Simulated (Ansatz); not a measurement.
Values for one crystal, relaxed and computed with r²SCAN (plane waves, PAW; program Ansatz); other levels are named.

* **Volume per atom**: 7.79 Å³
* **Band gap**: 6.53 eV (direct)
* **Hill bulk and shear moduli**: 311 and 226 GPa
* **Pressure derivative B′**: 5.5
* **HSE06 gap on the r²SCAN cell**: 7.67 eV
* **Zero-point energy**: 109.2 meV/atom
* **Poisson's ratio**: 0.21

Q: Pick the material that matches.
A. SiO2, rutile
B. Ga2O3, corundum
C. CaAl2O4, P6_3 (Pearson symbol hP42)
D. TiO2, P3_121 (Ti on 3a, O on 6c)

A: A, SiO2, rutile

Space group P4_2/mnm (rutile). This is a known high-pressure phase of the composition, computed here at zero pressure and temperature. The cell was relaxed with r²SCAN under the symmetry of its start; phonons on a q-mesh show no instability.

Potentials: the earlier of the program's two PAW sets.
